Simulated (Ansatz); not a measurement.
HfO2 (fluorite)

```yaml
crystal:
  lattice:
    - [0.00000, 2.52190, 2.52190]
    - [2.52190, 0.00000, 2.52190]
    - [2.52190, 2.52190, 0.00000]
  atoms:
    - { symbol: Hf, position: [0.00000, 0.00000, 0.00000] }
    - { symbol: O, position: [0.25000, 0.25000, 0.25000] }
    - { symbol: O, position: [0.75000, 0.75000, 0.75000] }
```

E(V) scan at fixed shape, V₀ the volume above. Symmetry pins the atoms to their sites.

All values below come from PBEsol (plane waves to 420 eV, PAW, scalar-relativistic; Ansatz, a quantum-chemistry and plane-wave program). k mesh 12×12×12 (Γ-centred), Fermi-Dirac smearing 0.05 eV. E stands for the smeared free energy. Stress and pressure are positive under compression. HfO2 is run without spin polarisation. HfO2 was relaxed with its symmetry unable to fall. Spin-orbit coupling is left out, though Hf is heavy. This is a high-temperature form of HfO2. The zero of ΔE is the relaxed starting cell.

The scan covers V/V₀ from 0.840 to 1.160 in 11 points.

**Question.** What is ΔE at V/V₀ = 1.160?

**Answer.** 174.3 meV/atom.

**Question.** What is ΔE at V/V₀ = 0.840?

**Answer.** 305.2 meV/atom.

**Question.** What pressure does the cell carry at V/V₀ = 0.840?

**Answer.** 66.5 GPa.

(Under strain, the slope of the energy per volume gives the stress and its curvature an elastic modulus.)
